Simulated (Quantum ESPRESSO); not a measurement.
# Ta3RuRh3Ga: one run as intended and one with a planted mistake

Computed values, not a measurement. The program is pw.x of Quantum ESPRESSO 7.5 (plane-wave density functional theory). The cell is made up: eight metal atoms on a hexagonal close-packed lattice, with elements, volume, strain and displacements drawn at random and not relaxed, so it may be unstable or far from any real phase. PseudoDojo standard norm-conserving files set the functional (PBE unless stated); there is no spin polarisation or spin-orbit coupling, the Fermi-Dirac width of 0.25 eV means electrons at about 2900 K, and the masses in the input are unused placeholders. Heavy elements are run without spin-orbit coupling, which real alloys of them have. A spin test at this wide smearing found no moment, but such smearing suppresses magnetism that the real alloy may have.

Intended input:

```
&control calculation='scf', pseudo_dir='./dojo.nc.sr.pbe.v0_5.standard.upf', outdir='./o', disk_io='minimal', tprnfor=.true., tstress=.true. /
&system ibrav=0, nat=8, ntyp=4, nbnd=77, ecutwfc=87.97787729, nosym=.true., tot_charge=0,
 occupations='smearing', smearing='fd', degauss=0.0183746611
/
&electrons conv_thr=1.470e-08, electron_maxstep=70, mixing_beta=0.5 /
ATOMIC_SPECIES
Ga 1.0 Ga.upf
Rh 1.0 Rh.upf
Ru 1.0 Ru.upf
Ta 1.0 Ta.upf
CELL_PARAMETERS angstrom
2.9351 0.0 4.6354
2.9351 0.0 -4.6354
-2.9351 5.0838 0.0
ATOMIC_POSITIONS angstrom
Ta -0.0122 -0.0888 -0.0849
Ru -1.53 2.5214 0.0296
Ta 2.91 1.6059 -2.426
Rh 1.5107 4.2671 -2.195
Ta 2.9528 -0.1565 -0.0006
Rh 1.5599 2.526 -0.0251
Rh 2.9686 1.7182 2.323
Ga 1.4922 4.1565 2.2655
K_POINTS automatic
5 5 5 1 1 1
```

The log is shortened where brackets say so; the opening notice, blank lines, dates and the lines on written files are dropped, and the path of the files is cut. It prints rydbergs, bohrs and kilobars, and counts compression as positive stress. Its total energy is the free energy E - TS of the whole cell.

Log of the intended run:

```
     Program PWSCF v.7.5
     Parallel version (MPI & OpenMP), running on       4 processor cores
     Number of MPI processes:                 4
     Threads/MPI process:                     1
     [start-up lines left out]
     bravais-lattice index     =            0
     lattice parameter (alat)  =      10.3680  a.u.
     unit-cell volume          =     933.5233 (a.u.)^3
     number of atoms/cell      =            8
     number of atomic types    =            4
     number of electrons       =       119.00
     number of Kohn-Sham states=           77
     kinetic-energy cutoff     =      87.9779  Ry
     charge density cutoff     =     351.9115  Ry
     scf convergence threshold =      1.5E-08
     mixing beta               =       0.5000
     number of iterations used =            8  plain     mixing
     Exchange-correlation= PBE
                           (   1   4   3   4   0   0   0)
     [axes and pseudopotential details left out]
   Cartesian axes
     site n.     atom                  positions (alat units)
         1        Ta     tau(   1) = (  -0.0022236  -0.0161852  -0.0154743  )
         2        Ru     tau(   2) = (  -0.2788660   0.4595639   0.0053951  )
         3        Ta     tau(   3) = (   0.5303922   0.2927000  -0.4421758  )
         4        Rh     tau(   4) = (   0.2753483   0.7777446  -0.4000725  )
         5        Ta     tau(   5) = (   0.5381932  -0.0285245  -0.0001094  )
         6        Rh     tau(   6) = (   0.2843158   0.4604023  -0.0045749  )
         7        Rh     tau(   7) = (   0.5410730   0.3131684   0.4234025  )
         8        Ga     tau(   8) = (   0.2719764   0.7575860   0.4129222  )
     number of k points=    63  Fermi-Dirac smearing, width (Ry)=  0.0184
                       cart. coord. in units 2pi/alat
        k(    1) = (   0.1869274   0.2158427   0.0000000), wk =   0.0320000
        k(    2) = (   0.1869274   0.4316854   0.0000000), wk =   0.0320000
     [further k points left out]
     Dense  grid:   103961 G-vectors     FFT dimensions: (  64,  64,  72)
     Estimated max dynamical RAM per process >     446.65 MB
     Estimated total dynamical RAM >       1.67 GB
     Initial potential from superposition of free atoms
     starting charge     118.9919, renormalised to     119.0000
     Starting wfcs are   79 randomized atomic wfcs
     total cpu time spent up to now is       11.6 secs
     per-process dynamical memory:   352.9 Mb
     Self-consistent Calculation
     iteration #  1     ecut=    87.98 Ry     beta= 0.50
     Davidson diagonalization with overlap
     ethr =  1.00E-02,  avg # of iterations =  5.0
     total cpu time spent up to now is       43.9 secs
     total energy              =   -1449.02524165 Ry
     estimated scf accuracy    <       1.31519991 Ry
     iteration #  2     ecut=    87.98 Ry     beta= 0.50
     Davidson diagonalization with overlap
     ethr =  1.11E-03,  avg # of iterations =  2.9
     total cpu time spent up to now is       75.5 secs
     total energy              =   -1448.75926592 Ry
     estimated scf accuracy    <       9.51706782 Ry
     [iterations 3 to 16 left out]
     iteration # 17     ecut=    87.98 Ry     beta= 0.50
     Davidson diagonalization with overlap
     ethr =  2.56E-11,  avg # of iterations =  2.0
     total cpu time spent up to now is      472.4 secs
     total energy              =   -1449.64282318 Ry
     estimated scf accuracy    <       0.00000002 Ry
     iteration # 18     ecut=    87.98 Ry     beta= 0.50
     Davidson diagonalization with overlap
     ethr =  2.04E-11,  avg # of iterations =  1.0
     total cpu time spent up to now is      496.7 secs
     End of self-consistent calculation
     [lines on levels left out]
!    total energy              =   -1449.64282318 Ry
     estimated scf accuracy    <          1.3E-09 Ry
     smearing contrib. (-TS)   =      -0.11260923 Ry
     internal energy E=F+TS    =   -1449.53021395 Ry
     The total energy is F=E-TS. E is the sum of the following terms:
     one-electron contribution =    -382.80746576 Ry
     hartree contribution      =     262.02265489 Ry
     xc contribution           =    -277.68872930 Ry
     ewald contribution        =   -1051.05667377 Ry
     convergence has been achieved in  18 iterations
     Forces acting on atoms (cartesian axes, Ry/au):
     atom    1 type  4   force =     0.01216780    0.01422961   -0.01827325
     atom    2 type  3   force =     0.03072919   -0.01343893   -0.01204182
     atom    3 type  4   force =    -0.00843479    0.03241409    0.01520572
     atom    4 type  2   force =    -0.00909264   -0.00159036   -0.03414943
     atom    5 type  4   force =    -0.01518956    0.01532538    0.02795175
     atom    6 type  2   force =    -0.01667633   -0.02696514    0.00990316
     atom    7 type  2   force =    -0.00932411   -0.00398753    0.00283095
     atom    8 type  1   force =     0.01582045   -0.01598712    0.00857292
     Total force =     0.087173     Total SCF correction =     0.000112
     Computing stress (Cartesian axis) and pressure
          total   stress  (Ry/bohr**3)                   (kbar)     P=     -166.61
  -0.00119353   0.00000228   0.00000790         -175.57        0.34        1.16
   0.00000228  -0.00132951   0.00002766            0.34     -195.58        4.07
   0.00000790   0.00002766  -0.00087467            1.16        4.07     -128.67
     init_run     :     10.98s CPU     11.35s WALL (       1 calls)
     electrons    :    477.19s CPU    485.04s WALL (       1 calls)
     forces       :      3.75s CPU      3.77s WALL (       1 calls)
     stress       :     13.78s CPU     13.81s WALL (       1 calls)
     [timing details left out]
     PWSCF        :   8m26.05s CPU   8m34.34s WALL
     JOB DONE.
```

A second run has one planted mistake: one atom is of a wrong element. The input lines that differ:

```
- &system ibrav=0, nat=8, ntyp=4, nbnd=77, ecutwfc=87.97787729, nosym=.true., tot_charge=0,
+ &system ibrav=0, nat=8, ntyp=4, nbnd=75, ecutwfc=87.97787729, nosym=.true., tot_charge=0,
- Ru 1.0 Ru.upf
+ Ti 1.0 Ti.upf
- Ru -1.53 2.5214 0.0296
+ Ti -1.53 2.5214 0.0296
```

Its log:

```
     Program PWSCF v.7.5
     Parallel version (MPI & OpenMP), running on       4 processor cores
     Number of MPI processes:                 4
     Threads/MPI process:                     1
     [start-up lines left out]
     bravais-lattice index     =            0
     lattice parameter (alat)  =      10.3680  a.u.
     unit-cell volume          =     933.5233 (a.u.)^3
     number of atoms/cell      =            8
     number of atomic types    =            4
     number of electrons       =       115.00
     number of Kohn-Sham states=           75
     kinetic-energy cutoff     =      87.9779  Ry
     charge density cutoff     =     351.9115  Ry
     scf convergence threshold =      1.5E-08
     mixing beta               =       0.5000
     number of iterations used =            8  plain     mixing
     Exchange-correlation= PBE
                           (   1   4   3   4   0   0   0)
     [axes and pseudopotential details left out]
   Cartesian axes
     site n.     atom                  positions (alat units)
         1        Ta     tau(   1) = (  -0.0022236  -0.0161852  -0.0154743  )
         2        Ti     tau(   2) = (  -0.2788660   0.4595639   0.0053951  )
         3        Ta     tau(   3) = (   0.5303922   0.2927000  -0.4421758  )
         4        Rh     tau(   4) = (   0.2753483   0.7777446  -0.4000725  )
         5        Ta     tau(   5) = (   0.5381932  -0.0285245  -0.0001094  )
         6        Rh     tau(   6) = (   0.2843158   0.4604023  -0.0045749  )
         7        Rh     tau(   7) = (   0.5410730   0.3131684   0.4234025  )
         8        Ga     tau(   8) = (   0.2719764   0.7575860   0.4129222  )
     number of k points=    63  Fermi-Dirac smearing, width (Ry)=  0.0184
                       cart. coord. in units 2pi/alat
        k(    1) = (   0.1869274   0.2158427   0.0000000), wk =   0.0320000
        k(    2) = (   0.1869274   0.4316854   0.0000000), wk =   0.0320000
     [further k points left out]
     Dense  grid:   103961 G-vectors     FFT dimensions: (  64,  64,  72)
     Estimated max dynamical RAM per process >     438.25 MB
     Estimated total dynamical RAM >       1.64 GB
     Initial potential from superposition of free atoms
     starting charge     114.9911, renormalised to     115.0000
     Starting wfcs are   79 randomized atomic wfcs
     total cpu time spent up to now is       11.5 secs
     per-process dynamical memory:   346.0 Mb
     Self-consistent Calculation
     iteration #  1     ecut=    87.98 Ry     beta= 0.50
     Davidson diagonalization with overlap
     ethr =  1.00E-02,  avg # of iterations =  3.4
     total cpu time spent up to now is       41.4 secs
     total energy              =   -1365.10084429 Ry
     estimated scf accuracy    <       1.98036512 Ry
     iteration #  2     ecut=    87.98 Ry     beta= 0.50
     Davidson diagonalization with overlap
     ethr =  1.72E-03,  avg # of iterations =  3.4
     total cpu time spent up to now is       72.8 secs
     total energy              =   -1365.38930656 Ry
     estimated scf accuracy    <      11.89323616 Ry
     [iterations 3 to 15 left out]
     iteration # 16     ecut=    87.98 Ry     beta= 0.50
     Davidson diagonalization with overlap
     ethr =  1.92E-11,  avg # of iterations =  4.5
     total cpu time spent up to now is      431.2 secs
     total energy              =   -1366.21061352 Ry
     estimated scf accuracy    <       0.00000011 Ry
     iteration # 17     ecut=    87.98 Ry     beta= 0.50
     Davidson diagonalization with overlap
     ethr =  1.92E-11,  avg # of iterations =  2.0
     total cpu time spent up to now is      456.9 secs
     End of self-consistent calculation
     [lines on levels left out]
!    total energy              =   -1366.21061353 Ry
     estimated scf accuracy    <          2.8E-09 Ry
     smearing contrib. (-TS)   =      -0.12411255 Ry
     internal energy E=F+TS    =   -1366.08650098 Ry
     The total energy is F=E-TS. E is the sum of the following terms:
     one-electron contribution =    -374.61843746 Ry
     hartree contribution      =     252.79828872 Ry
     xc contribution           =    -261.22546138 Ry
     ewald contribution        =    -983.04089086 Ry
     convergence has been achieved in  17 iterations
     Forces acting on atoms (cartesian axes, Ry/au):
     atom    1 type  3   force =     0.01566534    0.02915450   -0.01340651
     atom    2 type  4   force =     0.00329541   -0.01945624   -0.00855847
     atom    3 type  3   force =     0.00786132    0.01141237    0.02294483
     atom    4 type  2   force =    -0.00485387   -0.00445233   -0.03311377
     atom    5 type  3   force =    -0.01626539    0.02323265    0.01896354
     atom    6 type  2   force =    -0.01200813   -0.02085032    0.00476384
     atom    7 type  2   force =    -0.00820449   -0.00635897    0.00677371
     atom    8 type  1   force =     0.01450980   -0.01268164    0.00163284
     Total force =     0.076742     Total SCF correction =     0.000211
     Computing stress (Cartesian axis) and pressure
          total   stress  (Ry/bohr**3)                   (kbar)     P=     -114.14
  -0.00091280   0.00001430   0.00016108         -134.28        2.10       23.70
   0.00001430  -0.00083584  -0.00005136            2.10     -122.96       -7.56
   0.00016108  -0.00005136  -0.00057915           23.70       -7.56      -85.20
     init_run     :     10.95s CPU     11.29s WALL (       1 calls)
     electrons    :    437.99s CPU    445.46s WALL (       1 calls)
     forces       :      3.52s CPU      3.52s WALL (       1 calls)
     stress       :     12.54s CPU     12.54s WALL (       1 calls)
     [timing details left out]
     PWSCF        :   7m45.19s CPU   7m53.03s WALL
     JOB DONE.
```

```
                                            intended run  run with the mistake
                          free energy (eV)    -19723.395            -18588.242
         entropy term -TS, part of it (eV)        -1.532                -1.689
                            pressure (GPa)        -16.66                -11.41
size of the largest force component (eV/Å)         0.878                 0.851
largest change of a force component (eV/Å)                               0.705
                                iterations            18                    17
```

For scale, a rerun of the intended cell at a higher cutoff and on a denser mesh moved values by no more than 0.004 eV in energy, 0.05 GPa in stress and 0.003 eV/Å in force, and a second program with other atomic files agreed on that cell to 2 % rms in force and 0.5 GPa in pressure. Files of another functional or element have another zero of energy, so the energy change says nothing on stability. The number of bands, nbnd, was set by rule from the electron count, so it follows the mistake.